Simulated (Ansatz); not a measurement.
input.yaml (Ansatz)

```yaml
crystal:
  lattice:
    - [3.0905302478, 0.0, 0.0]
    - [-1.5452651239, 2.6764777057, 0.0]
    - [0.0, 0.0, 5.0409312055]
  atoms:
    - { symbol: Li, position: [0.3333333333, 0.6666666667, 0.25] }
    - { symbol: Li, position: [0.6666666667, 0.3333333333, 0.75] }
hamiltonian:
  xc: blyp
  pseudopotentials:
    kind: paw
    azcp:
      Li: "pseudopotentials/Li.paw.azcp"
basis:
  ecutwfc: 420
  fft_grid_basis: typed
kpoints:
  mp_grid: { grid: [13, 13, 7], shift: [0, 0, 0] }
magnetization:
  spin_polarized: false
scf:
  occupations: { method: fermi_dirac, width: 0.1 }
  lower_state_search: "off"
output:
  stress: true
```

Output

```
Engine: ansatz 0.2.0, x86_64-unknown-linux-gnu
Pseudopotentials: kind: paw
Pseudopotential: Li, paw, valence charge 3, recommended cutoff 420 eV (normal) 
Functional definition: BLYP
  parameter beta = 0.0042
  parameter a = 0.04918
  parameter b = 0.132
  parameter c = 0.2533
  parameter d = 0.349
  exchange = b88_x(beta = beta)
  correlation = lyp_c(a = a, b = b, c = c, d = d)
Crystal: 2 atoms, lattice volume = 41.697 Å³
Basis set: ecut = 420 eV, 785 PW (Γ), exchange–correlation on 48×48×72 points (8 copies of the dense FFT grid, shifted against one another)
Bands: 7, of which v1, the nominal top of the filled ones, is band 3 counted from 1 (2 counted from 0)
Symmetry: 24 space group operations
Space group: P63/mmc (ITA 194), of the structure as read, at distance tolerance 3.5e-5 Å
k-points: 84 of 1183
Non-local potential: Li, projectors of the file, l = 0: 3, l = 1: 2, l = 2: 1
PAW form: soft (Blöchl's): semilocal exchange-correlation on the pseudo side does not see the compensation charge
PAW one-centre angular grid: Li, 110 points (default); XC on 96 Gauss nodes
Initial density: superposition of atomic densities (neutral atoms: chi_scale 0, normalization atom), corrected by the library's trained network
Initial wavefunctions: pseudopotential atomic-orbital guess
Functional: x = b88, c = lyp
SCF iter   1: F=—  HF=-409.890172 eV  |F-HF|=—  |Δ(HF+E_count)|=         —  Δρ=6.33e-4  dr2=1.77e-4  ethr=1.77e-3  ⟨swp⟩=4.0  Hψ=4048  notcnv=0
SCF iter   2: F=—  HF=-409.890227 eV  |F-HF|=—  |Δ(HF+E_count)|=   5.57e-5  Δρ=4.11e-4  dr2=7.71e-5  ethr=2.95e-6  ⟨swp⟩=2.8  Hψ=1537  notcnv=0
SCF iter   3: F=—  HF=-409.890362 eV  |F-HF|=—  |Δ(HF+E_count)|=   1.35e-4  Δρ=6.22e-5  dr2=1.47e-6  ethr=1.28e-6  ⟨swp⟩=2.0  Hψ=853  notcnv=0
iter 4 did not close the SCF: its close was put off for the readings that it lacked (scf_convergence_deferred on its scf_iter line)
SCF iter   4: F=-409.890367 eV  HF=-409.890367 eV  |F-HF|=4.98e-8  |Δ(HF+E_count)|=   4.59e-6  Δρ=4.45e-6  dr2=6.25e-9  ethr=2.46e-8  ⟨swp⟩=3.0  Hψ=878  notcnv=0
iter 5 did not close the SCF: its close was put off for the readings that it lacked (scf_convergence_deferred on its scf_iter line)
SCF iter   5: F=-409.890367 eV  HF=-409.890367 eV  |F-HF|=4.57e-10  |Δ(HF+E_count)|=   6.14e-8  Δρ=5.59e-7  dr2=1.57e-10  ethr=1.04e-10  ⟨swp⟩=2.0  Hψ=878  notcnv=0
SCF iter   6: F=-409.890367 eV  HF=-409.890367 eV  |F-HF|=9.04e-12  |Δ(HF+E_count)|=  5.90e-10  Δρ=6.04e-8  dr2=1.63e-12  ethr=2.62e-12  ⟨swp⟩=1.0  Hψ=1550  notcnv=0
SCF 1 converged in 6 iterations: F = -409.890367 eV  dr2 = 1.63e-12
SCF converged after 6 iterations
Free energy (F): -409.890367 eV
Harris-Foulkes:  -409.890367 eV  (|F-HF|=9.04e-12)
Internal energy: -409.855856 eV  (E = F + TS)
E sigma→0 (E₀):  -409.873111 eV
Entropy (-TS):   -0.034511 eV (-17.256 meV/atom)
Fermi energy:    1.342372 eV
--- Per-component energies (eV) ---
  E_band       = -183.631808
  E_kinetic    = 42.330993
  E_local      = -266.352543  (includes V_loc(G=0)·N_el)
  E_nonlocal   = -66.515477
  E_hartree    = 79.221310
  E_xc         = -19.263524
  E_vxc        = -24.981346  (∫ρ·V_xc dr)
  E_paw        = -43.281324  (= ΣΔE_a)
  E_vpaw       = -26.556080  (= ΣTr[D̂ρ^β])
  E_aug_tail   = 0.000020  (compensation charges beyond the density's cutoff)
  E_ewald      = -135.995310
  E_smearing   = -0.034511  (= −TS)
  E_closure    = 0.000000  (closes the sum)
  Σ components = -409.890367   (vs F -409.890367, Δ=0.00e0)
--- Stress (GPa, compression-positive) ---
       -0.565800       0.000000       0.000000
       -0.000000      -0.565800      -0.000000
       -0.000000      -0.000000      -0.367873
  P = ⅓ Tr σ = -0.4998 GPa (-4.998 kbar)
```

Command:

```sh
ansatz run input.yaml --threads 2 --pin off --max-ram 5120MiB --backend cpu --events-out ev --progress --plain --runs-dir out
```

On 2 threads of Intel(R) Xeon(R) 6975P-C (Granite Rapids) (shared host) this took about 0.4 s of wall time and 0.7 s of CPU time.
